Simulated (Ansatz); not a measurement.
## Band table of Sb (diamond type)

```
CELL_PARAMETERS angstrom
0.00000 3.40644 3.40644
3.40644 0.00000 3.40644
3.40644 3.40644 0.00000
ATOMIC_POSITIONS crystal
Sb 0.87500 0.87500 0.87500
Sb 0.12500 0.12500 0.12500
```

The cell comes from a relaxation on PAW files under the same functional, begun from a prototype that needn't be the stable phase.

Computed with Ansatz 0.2.0; functional LDA, scalar-relativistic. Settings: a Γ-centred 10×10×10 k mesh, Fermi–Dirac smearing of 0.1 eV, no spin polarisation. Methods: LAPW: all electrons, basis error target 1 meV/atom.

Spin–orbit coupling is left out, which matters for the heavy atoms.

Path points, in fractions of the reciprocal vectors: Γ (0.000, 0.000, 0.000), X (0.500, 0.000, 0.500), U (0.625, 0.250, 0.625), K (0.375, 0.375, 0.750), L (0.500, 0.500, 0.500), W (0.500, 0.250, 0.750). The distance column jumps between branches of the path. Levels in eV from the Fermi level; bands 19 to 26, counted from the lowest band of the run. The gap is zero, the pressure 0.02 GPa.

```
# k(1/Å) point b19 b20 b21 b22 b23 b24 b25 b26
0.000 Γ -11.87 -5.14 -1.79 -1.79 -1.79 0.55 0.55 0.55
0.132 - -11.82 -5.38 -1.96 -1.96 -1.57 0.42 0.79 0.79
0.264 - -11.67 -5.96 -2.34 -2.34 -1.06 0.12 1.36 1.36
0.395 - -11.42 -6.67 -2.73 -2.73 -0.55 -0.19 2.08 2.08
0.527 - -11.07 -7.42 -3.08 -3.08 -0.43 -0.25 2.86 2.86
0.659 - -10.64 -8.16 -3.34 -3.34 -0.56 -0.23 3.62 3.62
0.790 - -10.12 -8.87 -3.50 -3.50 -0.59 -0.36 4.25 4.25
0.922 X -9.52 -9.52 -3.56 -3.56 -0.51 -0.51 4.52 4.52
0.969 - -9.53 -9.52 -3.58 -3.55 -0.51 -0.46 4.47 4.49
1.015 - -9.55 -9.49 -3.65 -3.54 -0.50 -0.31 4.33 4.42
1.062 - -9.59 -9.45 -3.75 -3.51 -0.49 -0.08 4.14 4.29
1.109 - -9.64 -9.39 -3.85 -3.47 -0.48 0.21 3.93 4.13
1.155 - -9.71 -9.32 -3.96 -3.42 -0.47 0.55 3.70 3.95
1.202 - -9.79 -9.23 -4.05 -3.37 -0.47 0.91 3.49 3.74
1.248 U -9.88 -9.13 -4.12 -3.30 -0.46 1.27 3.28 3.52
1.813 K -9.88 -9.13 -4.12 -3.30 -0.46 1.27 3.28 3.52
1.953 - -10.23 -8.73 -4.17 -3.06 -0.50 2.10 2.80 2.84
2.093 - -10.63 -8.19 -3.99 -2.77 -0.65 2.04 2.19 2.55
2.232 - -11.03 -7.54 -3.60 -2.46 -0.90 1.59 1.62 2.42
2.372 - -11.38 -6.80 -3.07 -2.19 -1.20 1.14 1.16 2.11
2.512 - -11.65 -6.05 -2.49 -1.97 -1.47 0.81 0.82 1.48
2.652 - -11.82 -5.41 -2.00 -1.84 -1.70 0.61 0.62 0.82
2.791 Γ -11.87 -5.14 -1.79 -1.79 -1.79 0.55 0.55 0.55
2.905 - -11.83 -5.32 -1.86 -1.86 -1.77 0.64 0.64 0.64
3.019 - -11.72 -5.79 -2.01 -2.01 -1.77 0.87 0.87 0.98
3.134 - -11.54 -6.40 -2.20 -2.20 -1.87 1.14 1.14 1.57
3.248 - -11.30 -7.03 -2.38 -2.38 -2.02 1.38 1.38 2.35
3.362 - -11.04 -7.61 -2.52 -2.52 -2.15 1.53 1.53 3.21
3.476 - -10.81 -8.03 -2.60 -2.60 -2.24 1.61 1.61 3.98
3.590 L -10.71 -8.20 -2.63 -2.63 -2.27 1.64 1.64 4.30
3.683 - -10.69 -8.22 -3.02 -2.67 -1.84 1.60 1.72 4.19
3.776 - -10.60 -8.31 -3.46 -2.79 -1.29 1.52 1.98 3.88
3.869 - -10.47 -8.45 -3.79 -2.97 -0.76 1.45 2.37 3.47
3.963 - -10.29 -8.66 -4.00 -3.20 -0.28 1.41 2.77 3.04
4.056 - -10.06 -8.92 -4.07 -3.44 0.15 1.37 2.70 2.93
4.149 - -9.80 -9.21 -4.02 -3.68 0.56 1.22 2.55 2.82
4.242 W -9.51 -9.51 -3.89 -3.89 0.93 0.93 2.63 2.63
4.308 - -9.51 -9.51 -3.87 -3.87 0.81 0.81 2.77 2.77
4.374 - -9.51 -9.51 -3.83 -3.83 0.54 0.54 3.10 3.10
4.440 - -9.51 -9.51 -3.77 -3.77 0.23 0.23 3.49 3.49
4.506 - -9.52 -9.52 -3.70 -3.70 -0.07 -0.07 3.89 3.89
4.571 - -9.52 -9.52 -3.63 -3.63 -0.30 -0.30 4.22 4.22
4.637 - -9.52 -9.52 -3.58 -3.58 -0.46 -0.46 4.44 4.44
4.703 X -9.52 -9.52 -3.56 -3.56 -0.51 -0.51 4.52 4.52
```
